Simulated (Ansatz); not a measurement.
Input file for Ansatz (an electronic-structure program):

Ansatz 0.2 input:
```yaml
crystal:
  lattice:
    - [1.8113262942, 1.0457697236, 9.520250175]
    - [-1.8113262942, 1.0457697236, 9.520250175]
    - [0.0, -2.0915394471, 9.520250175]
  atoms:
    - { symbol: Li, position: [0.5, 0.5, 0.5] }
    - { symbol: Li, position: [0.9333152951, 0.9333152951, 0.9333152951] }
    - { symbol: Li, position: [0.0666847049, 0.0666847049, 0.0666847049] }
    - { symbol: Li, position: [0.6742606676, 0.6742606676, 0.6742606676] }
    - { symbol: Li, position: [0.3257393324, 0.3257393324, 0.3257393324] }
    - { symbol: N, position: [0.0, 0.0, 0.0] }
    - { symbol: Cl, position: [0.2183576226, 0.2183576226, 0.2183576226] }
    - { symbol: Cl, position: [0.7816423774, 0.7816423774, 0.7816423774] }
kpoints:
  mp_grid: { grid: [5, 5, 5] }
hamiltonian:
  xc: hse06
  pseudopotentials: { kind: paw }
scf:
  n_extra_bands: 8
  occupations: { method: fixed }
output:
  eigenvalues: true
  eigenstates:
    e_range: [-9.0, 11.8]
    kpoints:
      - [0.5, 0.5, 0.5]  # VBM
      - [0.0, 0.0, 0.5]  # CBM
      - [0.0, 0.0, 0.0]  # GAMMA
      - [0.5, 0.5, 0.5]  # T
      - [0.5, 0.0, 0.0]  # L
      - [0.5, 0.0, 0.5]  # F
      - [0.3373554453, -0.3373554453, 0.0]  # S_0
      - [0.6626445547, 0.0, 0.3373554453]  # S_2
      - [0.5, -0.1747108905, 0.1747108905]  # H_0
      - [0.8252891095, 0.1747108905, 0.5]  # H_2
```

Output (shortened):

```
basis.fft_grid_basis auto: the FFT boxes are laid along the combinations [[1, 0, -1], [0, 1, -1], [0, 0, 1]] of the cell's own vectors, 3.623, 3.623 and 9.747 …
Pseudopotential: Li, paw, valence charge 3
Pseudopotential: N, paw, valence charge 5
Pseudopotential: Cl, paw, valence charge 7
Functional definition: HSE06
davidson cushion auto → on  (no smearing: the cushion is to keep the highest requested band from converging to the state above it …
Crystal: 8 atoms, lattice volume = 108.201 Å³
Basis set: ecut = 420 eV, 2101 PW (Γ), FFT grids on a1−a3, a2−a3, a3
Bands: 25, of which v1, the nominal top of the filled ones, is band 17 counted from 1 (16 counted from 0)
Symmetry: 12 space group operations
Space group: R-3m (ITA 166), of the structure as read, at distance tolerance 4.8e-5 Å
k-points: 19 of 125
SCF iter   1: F=—  HF=-3575.338320 eV  |F-HF|=—  |Δ(HF+E_count)|=         —  Δρ=1.55e-3  dr2=1.74e-2  ethr=1.77e-3  ⟨swp⟩=10.6  Hψ=2568  notcnv=0
preconditioner: auto → none
SCF iter   2: F=—  HF=-3575.336098 eV  |F-HF|=—  |Δ(HF+E_count)|=   2.22e-3  Δρ=2.40e-3  dr2=1.20e-2  ethr=5.12e-5  ⟨swp⟩=4.9  Hψ=1478  notcnv=0  defer=1
iter 3 solved again at ethr=1.14e-6 eV; its pass at ethr=3.54e-5 eV (dr2=3.86e-4 eV) is discarded
SCF iter   3: F=-3575.333457 eV  HF=-3575.333594 eV  |F-HF|=1.37e-4  |Δ(HF+E_count)|=   2.50e-3  Δρ=4.71e-4  dr2=3.85e-4  ethr=1.14e-6  ⟨swp⟩=4.3  Hψ=2466  notcnv=0  defer=1
SCF 1 stopped early in 3 iterations: F = -3575.333457 eV  dr2 = 3.85e-4
Crystal: 8 atoms, lattice volume = 108.201 Å³
Exchange kernel: α = 0.2500, screened, ω = 0.2079 Å⁻¹, Wigner–Seitz truncation, v(0) = 1042.9081 eV·Å³, q-mesh 5×5×5, nearest image of the exchange supercell L …
Frozen-core exchange: fock
SCF iter   1: F=—  HF=-3577.065125 eV  |F-HF|=—  |Δ(HF+E_count)|=         —  Δρ=4.04e-3  dr2=2.45e-2  ethr=1.13e-5  ⟨swp⟩=7.1  Hψ=2256  notcnv=0
preconditioner: auto → none
SCF iter   2: F=—  HF=-3577.059381 eV  |F-HF|=—  |Δ(HF+E_count)|=   5.74e-3  Δρ=3.19e-3  dr2=9.85e-3  ethr=1.13e-5  ⟨swp⟩=4.2  Hψ=1403  notcnv=0
SCF iter   3: F=—  HF=-3577.057777 eV  |F-HF|=—  |Δ(HF+E_count)|=   1.60e-3  Δρ=1.15e-3  dr2=3.14e-3  ethr=1.13e-5  ⟨swp⟩=4.0  Hψ=1313  notcnv=0
SCF iter   4: F=—  HF=-3577.063955 eV  |F-HF|=—  |Δ(HF+E_count)|=   6.18e-3  Δρ=6.40e-4  dr2=8.16e-4  ethr=6.65e-6  ⟨swp⟩=3.7  Hψ=1284  notcnv=0
SCF iter   5: F=—  HF=-3577.063784 eV  |F-HF|=—  |Δ(HF+E_count)|=   1.71e-4  Δρ=1.34e-4  dr2=3.64e-5  ethr=2.22e-6  ⟨swp⟩=3.0  Hψ=1125  notcnv=0
SCF iter   6: F=—  HF=-3577.063911 eV  |F-HF|=—  |Δ(HF+E_count)|=   1.27e-4  Δρ=1.83e-4  dr2=3.86e-5  ethr=7.45e-8  ⟨swp⟩=4.1  Hψ=1683  notcnv=0
SCF iter   7: F=-3577.063902 eV  HF=-3577.063902 eV  |F-HF|=1.30e-7  |Δ(HF+E_count)|=   8.56e-6  Δρ=2.03e-5  dr2=8.28e-7  ethr=7.45e-8  ⟨swp⟩=3.2  Hψ=1211  notcnv=0
SCF 2 stopped early in 7 iterations: F = -3577.063902 eV  dr2 = 8.28e-7
hybrid outer 1: dexx = +7.427e-3 eV, tail = 1.07e-5 eV
Crystal: 8 atoms, lattice volume = 108.201 Å³
Exchange kernel: α = 0.2500, screened, ω = 0.2079 Å⁻¹, Wigner–Seitz truncation, v(0) = 1042.9081 eV·Å³, q-mesh 5×5×5, nearest image of the exchange supercell L …
Frozen-core exchange: fock
SCF iter   1: F=—  HF=-3577.063948 eV  |F-HF|=—  |Δ(HF+E_count)|=         —  Δρ=4.98e-5  dr2=3.00e-6  ethr=1.58e-7  ⟨swp⟩=3.2  Hψ=1140  notcnv=0
preconditioner: auto → none
iter 2 solved again at ethr=5.52e-11 eV; its pass at ethr=8.50e-9 eV (dr2=1.88e-8 eV) is discarded
SCF iter   2: F=-3577.063947 eV  HF=-3577.063947 eV  |F-HF|=5.19e-9  |Δ(HF+E_count)|=   5.53e-7  Δρ=6.35e-6  dr2=2.70e-8  ethr=5.52e-11  ⟨swp⟩=4.0  Hψ=2707  notcnv=0
SCF 3 converged in 2 iterations: F = -3577.063947 eV  dr2 = 2.70e-8
hybrid outer 2: dexx = +7.441e-8 eV, tail = 6.22e-8 eV, Δε = 1.31e-3 eV (about 1.17e-4 eV left of the loop's levels)
NSCF: frozen V_eff on 10 k-points
hybrid SCF converged: 2 outer / 9 inner (+3 warm-up), last move |dexx| = 7.44e-8 eV, tail = 6.22e-8 eV
Stability not checked (fock_operator)
Free energy (F): -3577.063947 eV
Frozen-core exchange: fock
Harris-Foulkes:  -3577.063947 eV  (|F-HF|=5.19e-9)
Internal energy: -3577.063947 eV  (E = F + TS)
E sigma→0 (E₀):  -3577.063947 eV
Fermi energy:    3.866750 eV
--- Per-component energies (eV) ---
  E_band       = -525.537598
  E_kinetic    = 566.545367
  E_local      = -1297.447202  (includes V_loc(G=0)·N_el)
  E_nonlocal   = -64.604291
  E_hartree    = 404.652212
  E_xc         = -267.683548
  E_vxc        = -315.832332  (∫ρ·V_xc dr)
  E_exx        = -101.413319  (= α·E_x^exact, valence–valence)
  E_paw        = -1514.914157  (= ΣΔE_a)
  E_vpaw       = -20.678476  (= ΣTr[D̂ρ^β])
  E_aug_tail   = 0.000313  (compensation charges beyond the density's cutoff)
  E_ewald      = -1301.954877
  E_core_change = -0.244447  (= ΣΔE_core)
  E_smearing   =  0.000000  (= −TS)
  E_closure    =  0.000000  (closes the sum)
  Σ components = -3577.063947   (vs F -3577.063947, Δ=0.00e0)
  [band-id]    e_kinetic+e_local+e_nonlocal+2·e_hartree+e_vxc+2·e_exx+e_vpaw+e_augmentation_tail = -525.538834   (vs E_band -525.537598, Δ=-1.24e-3)
--- Band table (eV; the first three rows and the last of 19) ---
  k-point 0: bands = ["-46.6274", "-44.6521", "-44.6514", "-43.4542", "-43.1570", "-14.8995", "-14.5805", "-8.8887", "-2.7922", "-1.4803", "-0.6071", "-0.6071", "-0.4633", "-0.4633", "2.0198", "3.8665", "3.8665", "7.0670", "8.0146", "9.5854", "10.4456", …
  k-point 1: bands = ["-46.6266", "-44.6511", "-44.6506", "-43.4288", "-43.1811", "-14.7357", "-14.4533", "-8.8423", "-2.6518", "-1.8090", "-1.3803", "-1.2206", "-0.9182", "-0.6091", "2.2604", "3.0477", "3.4573", "8.0698", "8.7498", "9.7288", "10.5103", …
  k-point 2: bands = ["-46.6254", "-44.6496", "-44.6492", "-43.3700", "-43.2379", "-14.4259", "-14.2544", "-8.7656", "-3.0352", "-2.9828", "-1.8902", "-1.3170", "-1.3161", "-0.8815", "2.0441", "2.9074", "2.9335", "7.2981", "9.1772", "9.6203", "9.8412", …
  k-point 18: bands = ["-46.6266", "-44.6511", "-44.6506", "-43.4288", "-43.1811", "-14.7357", "-14.4534", "-8.8415", "-2.7011", "-1.7801", "-1.3875", "-1.1581", "-0.9205", "-0.6062", "2.1858", "3.0698", "3.4556", "8.2319", "8.6221", "9.5033", "10.6621", …
```

Cost: about 12 core-minutes (a rough figure) on shared cores.

The points marked VBM and CBM come from a semilocal run.

The first step of the workflow began from a Materials Project structure, measured or hypothetical; the Crystallography Open Database copy checked does not list it. Its standing as an ambient phase is unchecked. Symmetry was held in the r²SCAN relaxation; whether a distortion lowers the energy is not shown.

Potentials: the later of the program's two PAW sets.

Ansatz is a plane-wave DFT program.
